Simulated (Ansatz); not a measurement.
Si2W (P6_222), one atom moved along a line

Theory: DFT PBEsol, scalar-relativistic, plane waves, PAW (Ansatz 0.2.0). The runs took a 420 eV cutoff, a Γ-centred 12×12×6 mesh and Gaussian smearing (0.15 eV). Spin–orbit coupling is left out, which can shift energies with elements as heavy as these. No spin polarisation. Energies are free energies at this smearing, counted from the undisturbed cell; pressure is positive in compression.

Zero of the scan (relaxed at this level; this form isn't the usual structure):

```
CELL_PARAMETERS angstrom
4.57609 0.00000 0.00000
-2.28804 3.96301 0.00000
0.00000 0.00000 6.60331
ATOMIC_POSITIONS crystal
Si 0.83618 0.67236 0.50000
Si 0.16382 0.83618 0.83333
Si 0.67236 0.83618 0.16667
Si 0.16382 0.32764 0.50000
Si 0.83618 0.16382 0.83333
Si 0.32764 0.16382 0.16667
W 0.00000 0.50000 0.16667
W 0.50000 0.50000 0.83333
W 0.50000 0.00000 0.50000
```

Atom 7 (W) is moved by x along the Cartesian unit vector (-0.445, 0.265, 0.855); the cell and all other atoms stay fixed. The cell is metallic on the mesh throughout.

```tsv
x (Å)	ΔE (meV/cell)	force along x on the moved atoms (eV/Å)	pressure (GPa)
-0.2000	422.8	4.22	1.8
-0.0667	47.0	1.41	0.2
0.0000	0.0	0.00	0.0
0.1333	187.1	?	?
```

Problem. Give the withheld values.

Solution. force along x on the moved atoms (eV/Å) at x (Å) = 0.1333: -2.80; pressure (GPa) at x (Å) = 0.1333: 0.8.

Cost: 4 runs of about 8 core-minutes in all, on Intel Xeon Platinum 8175M (Skylake/Cascade Lake) (shared hosts).